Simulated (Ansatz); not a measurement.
The relaxed structure here is a generated cell of K: the first start was made by placing the elements on the sites of a structure type, and the end was not matched to a known phase here, so it may be hypothetical. Known forms of K include space group No. 229.

One stationary structure of K. These are r2SCAN (plane waves to 500 eV, PAW, scalar-relativistic; Ansatz, a program for electronic structure) values and carry that method's errors.

```xyz
3
Lattice="7.6397 0.0000 0.0000 -3.8198 6.6161 0.0000 0.0000 0.0000 4.5663" Properties=species:S:1:pos:R:3 pbc="T T T"
K      0.0000     0.0000     0.0000
K      0.0000     4.4108     2.2831
K      3.8198     2.2054     2.2831
```

Task: Find the space group and the Wyckoff positions (tolerance 0.01 Å).

Result: Space group P6/mmm (No. 191); a = 7.640 Å, b = 7.640 Å, c = 4.566 Å, α = 90.00°, β = 90.00°, γ = 120.00°

| atom | site | symmetry | x | y | z |
|---|---|---|---|---|---|
| K | 1a | 6/mmm | 0.0000 | 0.0000 | 0.0000 |
| K | 2d | -6m2 | 0.3333 | 0.6667 | 0.5000 |

Task: Give the shortest distances between elements (the closest pairs, up to four, under 3.6 Å).

Result: .

```yaml
volume_per_atom: 76.93 Å³
band_gap: zero (metallic)
```

No spin polarisation in the result.

The run could not lower the symmetry of its start; a shaken copy of this end point relaxes with r2SCAN to P-1 (No. 2) at a tolerance of 0.01 Å, Immm (No. 71) at 0.1 Å, 0.01 eV/atom lower.
